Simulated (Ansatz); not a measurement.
BeTe (zinc blende), relaxed and computed with several functionals in Ansatz (plane waves, PAW).

```
functional       a (Å)    gap (eV)  B₀ by P(V) fit (GPa)
----------  ----------  ----------  --------------------
HSE06       (withheld)  (withheld)            (withheld)
PBE              5.664        2.03                  56.4
r²SCAN           5.657        2.38                  59.3
```

**Question.** What belongs in the gaps?

**Answer.** 
- HSE06, a (Å): 5.631
- HSE06, gap (eV): 2.66
- HSE06, B₀ by P(V) fit (GPa): 60.8

All cells were relaxed under the symmetry of their starts (and spin orders); stability against distortions was not tested throughout. Scalar-relativistic: spin–orbit coupling is off unless named, which matters more the heavier the elements.

Potentials: the later of the program's two PAW sets.

Ansatz (an electronic-structure program) is a plane-wave DFT program.
